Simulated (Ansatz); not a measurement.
MgSe:
```
MgSe
1.0
    4.22972     0.00000     0.00000
   -2.11486     3.66305     0.00000
    0.00000     0.00000     6.81079
Mg Se
2 2
Direct
  0.66667   0.33333   0.00226
  0.33333   0.66667   0.50226
  0.66667   0.33333   0.62294
  0.33333   0.66667   0.12294
```

Relaxed with HSE06.

Give the Bader charges and basin volumes of the independent atoms, HSE06 in the plane-wave PAW code Ansatz.



| atom | Bader charge (e) | Bader volume (Å³) |
|---|---|---|
| Mg1 | +1.64 | 6.9 |
| Se3 | -1.64 | 45.8 |

Space group P6_3mc (wurtzite). A made-up cell: these elements were put on the sites of a structure type; the Crystallography Open Database copy checked does not list it. COD files the formula under space group No. 225. Whether it is the stable phase at ambient conditions was not checked. Symmetry was held in the HSE06 relaxation; whether a distortion lowers the energy is not shown.

Potentials: the later of the program's two PAW sets.
